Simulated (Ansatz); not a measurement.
Relaxed-ion elastic tensor of CuI (zinc blende, F-43m) in GPa (Voigt order), PBE in the plane-wave PAW code Ansatz; density 5.63 g/cm³, 28.08 Å³ per atom.

```tsv
	1	2	3	4	5	6
1	50.8	33.1	33.1	0.0	0.0	0.0
2	33.1	50.8	33.1	0.0	0.0	0.0
3	33.1	33.1	50.8	0.0	0.0	0.0
4	0.0	0.0	0.0	21.7	0.0	0.0
5	0.0	0.0	0.0	0.0	21.7	0.0
6	0.0	0.0	0.0	0.0	0.0	21.7
```

Q: Is the crystal mechanically stable?

A: Yes: the smallest eigenvalue of C is 17.8 GPa.

Q: Work out the Voigt, Reuss and Hill averages.

A: K_V = 39.0, K_R = 39.0, K_H = 39.0; G_V = 16.6, G_R = 13.8, G_H = 15.2 GPa.

Q: Give Young's modulus, Poisson's ratio, Pugh's ratio and the universal anisotropy index.

A: E = 9KG/(3K + G) = 40.3 GPa; ν = 0.33; K/G = 2.57 (ductile by the Pugh limit of 1.75); A_U = 5G_V/G_R + K_V/K_R − 6 = 1.03.

Q: Estimate the sound speeds and the Debye temperature.

A: v_l = √((K + 4G/3)/ρ) = 3240 m/s, v_t = √(G/ρ) = 1640 m/s, mean 1840 m/s; Θ = (h/k)(3n/4πV)^(1/3) v_m = 180 K.

Q: Give the Zener ratio and Young's modulus along [100], [110] and [111].

A: A = 2C44/(C11 − C12) = 2.45; 1/E = S11 − 2(S11 − S12 − S44/2)Γ with Γ = 0, 1/4, 1/3 gives 24.8, 42.1, 55.0 GPa.

Q: Solve the Christoffel equation for the three sound speeds along [100], [110], [111].

A: Eigenvalues of C_ijkl n_j n_l equal ρv² (piezoelectric stiffening left out). In km/s, slowest first: [100] 1.96, 1.96, 3.00; [110] 1.26, 1.96, 3.36; [111] 1.53, 1.53, 3.47.

The PBE relaxation kept the symmetry of its start; phonons on a q-mesh show no instability. No spin polarisation was allowed. Scalar-relativistic: spin–orbit coupling is off unless named, which matters more the heavier the elements.

Potentials: the later of the program's two PAW sets.
